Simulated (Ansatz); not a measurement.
**VW2C3 and the effect of the functional**

The cell as given:

```yaml
crystal:
  lattice:
    - [-1.52449, 2.16193, 4.58503]
    - [1.52449, -2.16193, 4.58503]
    - [1.52449, 2.16193, -4.58503]
  atoms:
    - { symbol: W, position: [0.83402, 0.33402, 0.50000] }
    - { symbol: W, position: [0.16598, 0.66598, 0.50000] }
    - { symbol: V, position: [0.50000, 0.00000, 0.50000] }
    - { symbol: C, position: [0.33904, 0.33904, 0.00000] }
    - { symbol: C, position: [0.66096, 0.66096, 0.00000] }
    - { symbol: C, position: [0.00000, 0.00000, 0.00000] }
```

The cell comes from a database or a generator and needn't be the stable form of this composition.

Kept alike: task relaxation of cell and atoms; k mesh 11 × 11 × 11; occupations fermi-dirac, width 0.05 eV; collinear spin, ferromagnetic start. Program: Ansatz, Ansatz PAW. Cutoffs run from 420 to 500 eV. The mesh is that of the run's cell of 6 atoms. No spin-orbit coupling.

| functional | volume (Å³/atom) | largest site moment (μB) |
| --- | --- | --- |
| LDA | 9.617 | 0.00 |
| PBE | 10.033 | 0.00 |
| PBEsol | 9.786 | 0.00 |
| r2SCAN | 9.963 | 0.63 |

The relaxations keep at least the cell's symmetry (Immm). For a metal such a mesh leaves the last digits unconverged. Relaxations stop with a little pressure left, so the last digits of a volume or edge aren't settled. Ansatz's relaxations hold a Pulay term in the stress (up to 0.4 GPa here). The runs hold the magnetic state that their start led to, which needn't be the lowest. Site moments count inside each atom's sphere or projector. All rows use potentials made for PBE.

Problem. What does the functional change here?

Solution. The volume runs from 9.617 (LDA) to 10.033 Å³/atom (PBE). From PBE: LDA -0.416; PBEsol -0.247; r2SCAN -0.070. The largest site moment runs from 0.00 (LDA; PBE; PBEsol) to 0.63 μB (r2SCAN). From PBE: LDA +0.00; PBEsol +0.00; r2SCAN +0.63.
